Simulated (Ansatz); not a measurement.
input.yaml (Ansatz)

```yaml
crystal:
  lattice:
    - [3.2310566441, 0.0, 0.0]
    - [0.0, 3.2310566441, 0.0]
    - [0.0, 0.0, 3.2310566441]
  atoms:
    - { symbol: Te, position: [0.0, 0.0, 0.0] }
hamiltonian:
  xc: r2scan
  pseudopotentials:
    kind: paw
    azcp:
      Te: "pseudopotentials/Te.paw.azcp"
basis:
  ecutwfc: 500
  fft_grid_basis: typed
kpoints:
  mp_grid: { grid: [11, 11, 11], shift: [0, 0, 0] }
magnetization:
  spin_polarized: false
scf:
  occupations: { method: fermi_dirac, width: 0.1 }
  lower_state_search: "off"
output:
  stress: true
  write_density: true
  write_potential: true
  elf: true
  volumetric_format: npy
```

Output

```
Engine: ansatz 0.2.0, x86_64-unknown-linux-gnu
Pseudopotentials: kind: paw
Pseudopotential: Te, paw, valence charge 16, recommended cutoff 500 eV (meta_gga) 
Functional definition: r2SCAN
  parameter k0 = 0.174
  parameter k1 = 0.065
  parameter a1 = 4.9479
  exchange = r2scan_x(k0 = k0, k1 = k1, a1 = a1)
  correlation = r2scan_c
Crystal: 1 atoms, lattice volume = 33.731 Å³
Basis set: ecut = 500 eV, 847 PW (Γ), exchange–correlation on 96×96×96 points (64 copies of the dense FFT grid, shifted against one another)
Bands: 12, of which v1, the nominal top of the filled ones, is band 8 counted from 1 (7 counted from 0)
Symmetry: 48 space group operations
Space group: Pm-3m (ITA 221), of the structure as read, at distance tolerance 3.2e-5 Å
k-points: 56 of 1331
Non-local potential: Te, projectors of the file, l = 0: 2, l = 1: 2, l = 2: 2, l = 3: 2
PAW form: soft (Blöchl's): semilocal exchange-correlation on the pseudo side does not see the compensation charge
PAW frozen core: Te, regenerated for the run's functional (the file was generated under x = pbe(κ = 0.804, μ = 0.2195149727645171), c = pbe(β = 0.06672455060314922))
PAW one-centre angular grid: Te, 590 points (default); XC on 160 Gauss nodes
Initial density: superposition of atomic densities (neutral atoms: chi_scale 0, normalization atom), corrected by the library's trained network
Initial wavefunctions: pseudopotential atomic-orbital guess
Functional: x = r2scan, c = r2scan; τ floored in thin density (d = 2e-4 eV/Å³)
SCF iter   1: F=-6994.739395 eV  HF=-6994.735865 eV  |F-HF|=3.53e-3  |Δ(HF+E_count)|=         —  Δρ=2.36e-3  dr2=1.16e-3  dr2_τ=1.69e-4  ethr=1.77e-3  ⟨swp⟩=5.3  Hψ=4538  notcnv=0
SCF iter   2: F=-6994.739025 eV  HF=-6994.738693 eV  |F-HF|=3.32e-4  |Δ(HF+E_count)|=   2.83e-3  Δρ=1.58e-3  dr2=5.90e-4  dr2_τ=1.35e-5  ethr=7.28e-6  ⟨swp⟩=2.0  Hψ=1608  notcnv=0
SCF iter   3: F=-6994.739090 eV  HF=-6994.739116 eV  |F-HF|=2.65e-5  |Δ(HF+E_count)|=   4.24e-4  Δρ=1.79e-4  dr2=5.77e-6  dr2_τ=1.31e-6  ethr=3.69e-6  ⟨swp⟩=2.0  Hψ=1334  notcnv=0
SCF iter   4: F=-6994.739100 eV  HF=-6994.739102 eV  |F-HF|=2.34e-6  |Δ(HF+E_count)|=   1.42e-5  Δρ=8.10e-5  dr2=2.49e-6  dr2_τ=5.35e-8  ethr=3.61e-8  ⟨swp⟩=2.2  Hψ=1143  notcnv=0
iter 5 did not close the SCF: its close was put off for the readings that it lacked (scf_convergence_deferred on its scf_iter line)
SCF iter   5: F=-6994.739101 eV  HF=-6994.739101 eV  |F-HF|=4.21e-8  |Δ(HF+E_count)|=   1.31e-6  Δρ=1.38e-5  dr2=6.32e-8  dr2_τ=6.98e-10  ethr=1.55e-8  ⟨swp⟩=2.1  Hψ=1106  notcnv=0
SCF iter   6: F=-6994.739101 eV  HF=-6994.739101 eV  |F-HF|=5.57e-9  |Δ(HF+E_count)|=   1.64e-8  Δρ=4.17e-6  dr2=5.36e-9  dr2_τ=4.70e-11  ethr=3.95e-10  ⟨swp⟩=6.8  Hψ=4717  notcnv=0
SCF 1 converged in 6 iterations: F = -6994.739101 eV  dr2 = 5.36e-9
SCF converged after 6 iterations
Free energy (F): -6994.739101 eV
Harris-Foulkes:  -6994.739101 eV  (|F-HF|=5.57e-9)
Internal energy: -6994.721617 eV  (E = F + TS)
E sigma→0 (E₀):  -6994.730359 eV
Entropy (-TS):   -0.017484 eV (-17.484 meV/atom)
Fermi energy:    8.762322 eV
--- Per-component energies (eV) ---
  E_band       = -277.103622
  E_kinetic    = 178.953000
  E_local      = -1237.819235  (includes V_loc(G=0)·N_el)
  E_nonlocal   = -310.712131
  E_hartree    = 793.568613
  E_xc         = -114.462123
  E_vxc        = -110.881548  (∫ρ·V_xc dr)
  E_paw        = -4685.999649  (= ΣΔE_a)
  E_vpaw       = -390.670208  (= ΣTr[D̂ρ^β])
  E_aug_tail   = -0.000040  (compensation charges beyond the density's cutoff)
  E_vtau       = 6.885944  (kinetic-family band-sum trace: ∫τ·v_τ [+ j·A + Jᵃ·Aᵃ] dr)
  E_ewald      = -1618.534906
  E_core_change = 0.284855  (= ΣΔE_core)
  E_smearing   = -0.017484  (= −TS)
  E_closure    = 0.000000  (closes the sum)
  Σ components = -6994.739101   (vs F -6994.739101, Δ=0.00e0)
--- Stress (GPa, compression-positive) ---
       -1.969964      -0.000000       0.000000
       -0.000000      -1.969964       0.000000
       -0.000000       0.000000      -1.969964
  P = ⅓ Tr σ = -1.9700 GPa (-19.700 kbar)
--- Band table (eV; the first three rows and the last of 56) ---
  k-point 0: bands = ["-29.5173", "-29.5173", "-29.4597", "-29.4597", "-29.4597", "-5.2098", "9.9620", "9.9620", "9.9620", "15.2541", "15.2541", "15.8473"]
  k-point 1: bands = ["-29.5172", "-29.5126", "-29.4609", "-29.4609", "-29.4596", "-5.1113", "8.9267", "10.0496", "10.0496", "15.3474", "15.7007", "16.7615"]
  k-point 2: bands = ["-29.5168", "-29.5000", "-29.4641", "-29.4641", "-29.4594", "-4.8254", "7.0395", "10.2977", "10.2977", "15.6218", "16.0710", "19.2133"]
  k-point 55: bands = ["-29.4894", "-29.4894", "-29.4894", "-29.4274", "-29.4274", "0.0381", "5.6952", "5.6952", "5.7650", "13.6623", "13.8672", "13.8672"]
```

Command:

```sh
ansatz run input.yaml --threads 1 --pin off --max-ram 3584MiB --backend cpu --events-out ev --progress --plain --runs-dir out
```

On 1 thread of Intel(R) Xeon(R) Platinum 8259CL CPU @ 2.50GHz (Skylake/Cascade Lake) (shared host) this took about 6 s of wall time and 5.8 s of CPU time.
